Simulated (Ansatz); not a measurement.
Input and command of a calculation in Ansatz (plane waves; scalar-relativistic PAW potentials unless the input names others):

```yaml
crystal:
  lattice:
    - [5.1760779084, 0.0, 0.0]
    - [-2.5880389542, 4.4826149607, 0.0]
    - [0.0, 0.0, 3.0376804704]
  atoms:
    - { symbol: "Y", position: [0.3333333333, 0.6666666667, 0.5] }
    - { symbol: "Y", position: [0.6666666667, 0.3333333333, 0.5] }
    - { symbol: Mo, position: [0.0, 0.0, 0.0] }
basis:
  ecutwfc: 420
kpoints:
  mp_grid: { grid: [12, 12, 16] }
hamiltonian:
  xc: pbe
  dispersion: d4
scf:
  occupations: { method: gaussian, width: 0.1 }
output:
  forces: true
  eigenvalues: true
  stress: true
relax:
  adjacent_minimum: "off"
  f_tol: 0.01
  max_steps: 80
  cell: { stress_tol: 0.05 }
```

```bash
ansatz run input.yaml --threads 1 --pin off --max-ram 2560MiB --backend cpu --events-out ev --progress --plain --runs-dir out
```

Abridged log:
```
Basis set: ecut = 420 eV, 1361 PW (Γ), exchange–correlation on 72×72×48 points (8 copies of the dense FFT grid, shifted against one another)
Bands: 22, of which v1, the nominal top of the filled ones, is band 18 counted from 1 (17 counted from 0)
Symmetry: 24 space group operations
k-points: 171 of 2304
SCF iter   1: F=—  HF=-12652.712716 eV  |F-HF|=—  |Δ(HF+E_count)|=         —  Δρ=7.10e-3  dr2=7.11e-2  ethr=1.77e-3  ⟨swp⟩=4.1  Hψ=13959  notcnv=0
SCF iter   2: F=—  HF=-12652.708940 eV  |F-HF|=—  |Δ(HF+E_count)|=   3.78e-3  Δρ=3.40e-3  dr2=1.46e-2  ethr=1.97e-4  ⟨swp⟩=1.0  Hψ=5130  notcnv=0
SCF iter   3: F=—  HF=-12652.707462 eV  |F-HF|=—  |Δ(HF+E_count)|=   1.48e-3  Δρ=5.47e-4  dr2=2.64e-4  ethr=4.05e-5  ⟨swp⟩=2.0  Hψ=4281  notcnv=0
SCF iter   4: F=—  HF=-12652.707476 eV  |F-HF|=—  |Δ(HF+E_count)|=   1.37e-5  Δρ=1.12e-4  dr2=6.87e-6  ethr=7.34e-7  ⟨swp⟩=2.2  Hψ=5635  notcnv=0
SCF iter   5: F=—  HF=-12652.707478 eV  |F-HF|=—  |Δ(HF+E_count)|=   1.99e-6  Δρ=2.07e-5  dr2=3.09e-7  ethr=1.91e-8  ⟨swp⟩=2.3  Hψ=5910  notcnv=0
SCF iter   6: F=-12652.707478 eV  HF=-12652.707478 eV  |F-HF|=1.18e-8  |Δ(HF+E_count)|=   6.67e-8  Δρ=5.20e-6  dr2=2.56e-8  ethr=2.78e-10  ⟨swp⟩=4.9  Hψ=14297  notcnv=0
SCF 1 converged in 6 iterations: F = -12652.707478 eV  dr2 = 2.56e-8
relax step   1: F+E_penalty+E_count = -12652.70747808 eV  Δ(F+E_penalty+E_count) = +0.000e0 eV  max|allowed force component| = 2.776e-17 eV/Å  Δτ_max = 0.0000 Å  P = -2.395 GPa  Ω = 70.481 Å³  (6 SCF iters, dr2 threshold 1.00e-7 eV, accepted)
Crystal: 3 atoms, lattice volume = 66.558 Å³
Basis set: ecut = 420 eV, 1287 PW (Γ), exchange–correlation on 72×72×48 points (8 copies of the dense FFT grid, shifted against one another)
Initial density: handed on by an earlier stage of this run
Initial wavefunctions: those handed on with the density
SCF iter   1: F=—  HF=-12652.754625 eV  |F-HF|=—  |Δ(HF+E_count)|=         —  Δρ=1.52e-2  dr2=4.91e-1  ethr=1.36e-3  ⟨swp⟩=1.0  Hψ=21070  notcnv=0
SCF iter   2: F=—  HF=-12652.716406 eV  |F-HF|=—  |Δ(HF+E_count)|=   3.82e-2  Δρ=4.19e-3  dr2=2.91e-2  ethr=1.36e-3  ⟨swp⟩=1.3  Hψ=3822  notcnv=0
   ...
SCF iter   2: F=—  HF=-12652.724791 eV  |F-HF|=—  |Δ(HF+E_count)|=   3.00e-7  Δρ=1.80e-5  dr2=2.93e-8  ethr=3.08e-10  ⟨swp⟩=2.0  Hψ=5679  notcnv=0
SCF iter   3: F=—  HF=-12652.724791 eV  |F-HF|=—  |Δ(HF+E_count)|=   1.99e-8  Δρ=8.11e-7  dr2=1.37e-10  ethr=8.13e-11  ⟨swp⟩=2.0  Hψ=6586  notcnv=0
SCF iter   4: F=—  HF=-12652.724791 eV  |F-HF|=—  |Δ(HF+E_count)|=  7.09e-11  Δρ=2.65e-7  dr2=8.70e-11  ethr=1.00e-12  ⟨swp⟩=2.1  Hψ=4722  notcnv=0
SCF iter   5: F=-12652.724791 eV  HF=-12652.724791 eV  |F-HF|=1.27e-11  |Δ(HF+E_count)|=  1.82e-12  Δρ=1.13e-7  dr2=1.46e-11  ethr=1.00e-12  ⟨swp⟩=1.0  Hψ=3762  notcnv=0
SCF iter   6: F=-12652.724791 eV  HF=-12652.724791 eV  |F-HF|=1.82e-12  |Δ(HF+E_count)|=  3.64e-12  Δρ=1.44e-8  dr2=1.49e-13  ethr=1.00e-12  ⟨swp⟩=1.0  Hψ=3762  notcnv=0
SCF iter   7: F=-12652.724791 eV  HF=-12652.724791 eV  |F-HF|=1.82e-12  |Δ(HF+E_count)|=  1.82e-12  Δρ=3.12e-9  dr2=6.03e-15  ethr=1.00e-12  ⟨swp⟩=1.0  Hψ=3762  notcnv=0
SCF iter   8: F=-12652.724791 eV  HF=-12652.724791 eV  |F-HF|=5.46e-12  |Δ(HF+E_count)|=  3.64e-12  Δρ=4.42e-10  dr2=1.18e-16  ethr=1.00e-12  ⟨swp⟩=1.0  Hψ=3762  notcnv=0
SCF iter   9: F=-12652.724791 eV  HF=-12652.724791 eV  |F-HF|=3.64e-12  |Δ(HF+E_count)|=    0.00e0  Δρ=8.40e-11  dr2=5.77e-18  ethr=1.00e-12  ⟨swp⟩=2.0  Hψ=8850  notcnv=0
SCF 5 converged in 9 iterations: F = -12652.724791 eV  dr2 = 5.77e-18
SCF converged after 9 iterations
Free energy (F): -12652.724791 eV
Harris-Foulkes:  -12652.724791 eV  (|F-HF|=3.64e-12)
Internal energy: -12652.701241 eV  (E = F + TS)
E sigma→0 (E₀):  -12652.713016 eV
Entropy (-TS):   -0.023550 eV (-7.850 meV/atom)
Fermi energy:    13.836654 eV
  E_disp       = -1.105777  (pairwise vdW)
--- Forces (eV/Å), atoms counted from 1 ---
  atom   1  Y      0.00000000     0.00000000     0.00000000
  atom   2  Y      0.00000000     0.00000000     0.00000000
  atom   3  Mo     0.00000000     0.00000000     0.00000000
--- Stress (GPa, compression-positive) ---
        0.009664       0.000000       0.000000
        0.000000       0.009664       0.000000
        0.000000       0.000000      -0.024880
  P = ⅓ Tr σ = -0.0019 GPa (-0.019 kbar)
--- Relaxed structure (4 steps of the walk, 4 accepted, 1 SCFs on fresh bases) ---
  F+E_penalty+E_count = -12652.72479070 eV   max|allowed force component| = 1.110e-16 eV/Å   (the final SCF, on the basis selected at the relaxed cell)
  cell:  # Å, volume = 68.2367 Å³
    - [5.12642895, 0.0, 0.0]
    - [-2.56321447, 4.43961770, 0.0]
    - [0.0, 0.0, 2.99817945]
  atoms:
    - { symbol: Y, position: [0.33333333, 0.66666666, 0.5] }
    - { symbol: Y, position: [0.66666666, 0.33333333, 0.5] }
    - { symbol: Mo, position: [0.0, 0.0, 0.0] }
```

Apart from outputs and empty bands, the input differs from a reference run on usual settings in hamiltonian.dispersion: not typed → "d4". The reference, at the same start, ended its own course with a relaxed volume of 23.47 Å³/atom, pressure 0.02 GPa, largest force 0.000 eV/Å, no gap on the mesh. This run converged in 33 SCF iterations over all its steps (reference: 19) with an energy at zero smearing 363 meV/atom below the reference's (the Hamiltonian itself differs), a relaxed volume of 22.75 Å³/atom, pressure 0.00 GPa, largest force 0.000 eV/Å, no gap on the mesh.

It took 83 s on 1 thread of Arm Neoverse V1, with other jobs on the host, peak memory 0.51 GiB.